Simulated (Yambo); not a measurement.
Yambo input for CsLiMoO4 (space group F-43m, No. 216) (a = 5.9341 Å, b = 5.9341 Å, c = 5.9341 Å, α = 60.00°, β = 60.00°, γ = 60.00°), on norm-conserving LDA (Quantum ESPRESSO, 84 Ry, without SOC) wavefunctions on a 4×4×4 mesh:

```
optics
chi
dipoles
kernel
FFTGvecs= 40 Ry
Chimod= "HARTREE"
NGsBlkXd= 3 Ry
% QpntsRXd
 1 | 1 |
%
% BndsRnXd
 3 | 111 |
%
GrFnTpXd= "R"
% EnRngeXd
 0.0 | 20.0 | eV
%
% DmRngeXd
 0.2 | 0.2 | eV
%
CGrdSpXd= 50
ETStpsXd= 161
% LongDrXd
 1.0 | 0.0 | 0.0 |
%
% XfnQP_E
 2.015 | 1.0 | 1.0 |
%
```

First lines of the file o-*.eps_q1_inv_rpa_dyson:

```
Absorption @ Q(1):   1.00000000     0.00000000     0.00000000    [q->0 direction]
#
# [ X ] Hartree size     :  113
# [GEN] GF Energies     : Slater exchange(X)+Perdew & Wang(C)+ user defined corrections @E
# [GEN] Green`s Function     : Retarded
#
# [GEN] Gauge     : Length
# [GEN] [r,Vnl] included     : yes
#
#    E[1] [eV]     Im(eps)     Re(eps)     Im(eps_o)     Re(eps_o)
#
     0.000000     0.12506E-14     2.275904     0.26344E-18     2.864548
     0.125000     0.447002E-3     2.276043     0.926684E-3     2.864837
     0.250000     0.894874E-3     2.276462     0.001856     2.865704
     0.375000     0.001344     2.277161     0.002790     2.867152
     0.500000     0.001797     2.278140     0.003731     2.869185
     0.625000     0.002253     2.279403     0.004683     2.871808
     0.750000     0.002713     2.280952     0.005647     2.875028
     0.875000     0.003178     2.282790     0.006626     2.878853
     1.000000     0.003650     2.284920     0.007623     2.883294
     1.125000     0.004130     2.287346     0.008642     2.888364
     1.250000     0.004618     2.290075     0.009685     2.894075
     1.375000     0.005115     2.293110     0.010756     2.900446
     1.500000     0.005624     2.296460     0.011858     2.907493
     1.625000     0.006144     2.300130     0.012995     2.915237
     1.750000     0.006679     2.304129     0.014172     2.923703
     1.875000     0.007228     2.308465     0.015394     2.932915
     2.000000     0.007793     2.313149     0.016665     2.942902
     2.125000     0.008377     2.318191     0.017991     2.953698
     2.250000     0.008981     2.323603     0.019378     2.965338
     2.375000     0.009608     2.329398     0.020833     2.977861
     2.500000     0.010258     2.335591     0.022364     2.991313
     2.625000     0.010936     2.342198     0.023980     3.005743
     2.750000     0.011644     2.349236     0.025690     3.021207
     2.875000     0.012384     2.356724     0.027505     3.037764
     3.000000     0.013161     2.364685     0.029439     3.055486
     3.125000     0.013978     2.373141     0.031505     3.074449
     3.250000     0.014839     2.382118     0.033721     3.094739
     3.375000     0.015750     2.391647     0.036105     3.116454
     3.500000     0.016717     2.401759     0.038681     3.139705
     3.625000     0.017745     2.412490     0.041475     3.164617
     3.750000     0.018843     2.423880     0.044517     3.191333
     3.875000     0.020019     2.435976     0.047845     3.220016
     4.000000     0.021285     2.448828     0.051504     3.250853
```
(The file goes on to the top of the energy range.) Convergence of the RPA response with its 4×4×4 mesh was not tested. The scissor comes from a G0W0 run whose convergence isn't established.

Geometry of the Materials Project entry, not relaxed at this level.

The structure is a Materials Project entry; no match was found in the copy of COD used, and its stability was not checked.
